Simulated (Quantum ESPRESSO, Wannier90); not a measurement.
Ir (fcc (Cu type)), plane waves to Wannier functions

```
Ir
1.0
    0.00000     1.92697     1.92697
    1.92697     0.00000     1.92697
    1.92697     1.92697     0.00000
Ir
1
Direct
  0.00000   0.00000   0.00000
```

Materials Project entry mp-101; symmetrised, unrelaxed at this level. This is the element's usual structure. Level: PBEsol, spinors with spin-orbit coupling; pw.x of Quantum ESPRESSO at 55 Ry with PseudoDojo potentials, 10×10×10 k-points, Wannier90. Density: 18×18×18 mesh, cold smearing 0.01 Ry.

Base run: 18 functions from bands 9-42 of the 42 computed, start hydrogen-like Ir: s;p;d, centres 0.05 Å off the atoms, frozen window up to 1.50 eV relative to the Fermi level, outer window open. Its settings: num_cg_steps = 5, trial_step = 2 and dis_mix_ratio = 0.5 (the program's defaults), conv_tol = 1.0e-6 over 4 steps, num_iter = 800, dis_conv_tol = 1.0e-6, dis_num_iter = 1000. One of them is changed at a time.

```
run                  disentanglement steps  localisation steps  Ω_I (Å²)  Ω_total (Å²)       ended
-------------------  ---------------------  ------------------  --------  ------------  ----------
base                                   208                 377    15.782        19.531   converged
num_cg_steps = 0                       208                 800    15.782        19.553  step limit
trial_step = 0.5                       208                 344    15.782        19.531   converged
dis_mix_ratio = 1.0                    118                 341    15.782        19.526   converged
```
